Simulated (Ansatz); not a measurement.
**MnF₂: the volume at rest**

MnF₂ in an antiferromagnetic state, starting from this typed cell of 13.08 Å³ an atom.

```xyz
6
Lattice="4.8700 0.0000 0.0000 0.0000 4.8700 0.0000 0.0000 0.0000 3.3100" Properties=species:S:1:pos:R:3 pbc="T T T"
Mn    0.0000    0.0000    0.0000
Mn    2.4350    2.4350    1.6550
F     1.4853    1.4853    0.0000
F     3.3847    3.3847    0.0000
F     3.9204    0.9497    1.6550
F     0.9497    3.9204    1.6550
```

Method (Ansatz, development build): k mesh 4×4×6; fixed occupations; collinear spin from start moments 5.0, -5.0, 0.0, 0.0, 0.0, 0.0 μB (atoms as listed). Cell and atoms are relaxed to zero stress with the symmetry kept and no dispersion correction.

Caveats: coarse k mesh.

Question: What volume results under PBE, and how much do the potentials matter?

Answer: 
```tsv
functional	potentials	cutoff (eV)	volume (Å³/atom)	change (%)
PBE	Ansatz generated PAW	420	13.49	3.1
PBE	Ansatz hand-made PAW	1050	13.49	3.1
PBE	JTH PAW	1500	13.53	3.4
PBE	Ansatz norm-conserving	1320	13.47	3.0
```
